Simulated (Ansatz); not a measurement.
A geometry of Ir away from equilibrium: step 3 of the relaxation of a relaxed Ir cell displaced along its unstable phonon at q = (½, ½, 0) of its primitive reciprocal cell (50i cm⁻¹), largest move 0.15 Å. All values below come from PBEsol (plane waves to 420 eV, PAW, scalar-relativistic; Ansatz, a first-principles code). Γ-centred k-mesh 14×14×14 on the run's cell (coarser than for final values), Fermi–Dirac smearing 0.05 eV.

```xyz
4
Lattice="-4.7977 4.7977 2.6913 0.0000 0.0000 2.6913 2.4123 2.4123 -1.3457" Properties=species:S:1:pos:R:3:forces:R:3 pbc="T T T" free_energy=-47193.473 pressure_GPa=-1.6
Ir     0.0067     2.4056     0.2856    0.0000    0.0000   -0.4775
Ir    -2.3922     4.8045     2.4057    0.0000    0.0000    0.4775
Ir    -0.1396    -0.1396     0.0000   -0.2697   -0.2697    0.0000
Ir    -2.2592     2.5385     1.3457    0.2697    0.2697    0.0000
```

Positions in Å, forces in eV/Å, free energy of the cell in eV (comparable only within this code, potentials and settings). Largest force: 0.48 eV/Å, on Ir1, Ir2 (atoms numbered as listed); the geometry lies 0.06 eV/atom above the end of its relaxation.

No spin polarisation in the result.

The run could not lose the symmetry of its start: the end is stationary, and may be a saddle point rather than a minimum.

The end of the path is a generated cell of Ir: the first start was made by placing the elements on the sites of a structure type, and the end was not matched to a known phase here, so it may be hypothetical. Known forms of Ir include space group No. 225.
